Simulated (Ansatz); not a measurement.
InPd:
```
CELL_PARAMETERS angstrom
      3.24694     0.00000     0.00000
      0.00000     3.24694     0.00000
      0.00000     0.00000     3.24694
ATOMIC_POSITIONS crystal
  In 0.50000 0.50000 0.50000
  Pd 0.00000 0.00000 0.00000
```

Relaxed with PBEsol. Special points in fractions of this cell's reciprocal vectors: Γ (0.000, 0.000, 0.000); X (0.000, 0.500, 0.000); M (0.500, 0.500, 0.000); R (0.500, 0.500, 0.500).

**Question.** List the band energies nearest the Fermi level at these points for the program Ansatz at the PBEsol level (PAW).

**Answer.** In eV from the Fermi level; about four levels below and three above (degenerate sets whole), none deeper than 8.9 eV; points with the same levels are listed once.

```json
[
 {"k": "Γ", "below": "-3.99 -3.99 -2.39 -2.39 -2.39", "above": "4.15 4.15 4.15"},
 {"k": "X", "below": "-3.42 -3.42 -2.47 -1.20", "above": "9.66 9.66 9.90"},
 {"k": "M", "below": "-2.81 -2.81 -2.51 -2.51 -1.79", "above": "1.50 2.45 9.52"},
 {"k": "R", "below": "-5.09 -5.09 -5.09 -1.75 -1.75 -0.09", "above": "3.73 3.73 3.73"}
]
```

Space group Pm-3m (CsCl type). Symmetry was held in the PBEsol relaxation. No spin polarisation was allowed. Spin–orbit coupling is left out wherever it is not named.

Potentials: the earlier of the program's two PAW sets. The files were generated under PBE; for other functionals the program regenerates the frozen cores, and for LDA and PBEsol the local potential too.
